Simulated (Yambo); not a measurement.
G0W0@PBEsol for CsNbP2O8 (space group C2/m, No. 12) in Yambo. Reference settings: 2×2×1 Γ-centred k mesh, bands 2 to 295 and a 7 Ry block in the screening, 295 bands in G with the Bruneval-Gonze terminator, plasmon pole fitted at 27.2 eV. The PBEsol gap (-0.5, -0.5, 0) → Γ on this mesh is 2.65 eV; G0W0 gaps are taken between the same points.

The settings were changed. The gap went from 5.01 eV to 5.06 eV, and the shift of the valence edge from -0.96 eV to -0.89 eV.

### Question
What was changed between the two runs?
A. 3 Ry block
B. pole fitted at 10 eV
C. 193 bands in W, 193 bands in G
D. no terminator

### Answer
C, 193 bands in W, 193 bands in G. The others gave (gap, valence shift): 3 Ry block: 5.21, -1.01 eV; pole fitted at 10 eV: 4.95, -0.85 eV; no terminator: 5.03, -0.76 eV.

Spin-orbit coupling is not included.

Geometry of the Materials Project entry, not relaxed at this level; primitive cell a = 5.1013 Å, b = 5.1013 Å, c = 8.7736 Å, α = 92.92°, β = 92.92°, γ = 62.09°.

A shift is the quasiparticle energy of the state minus its PBEsol energy.
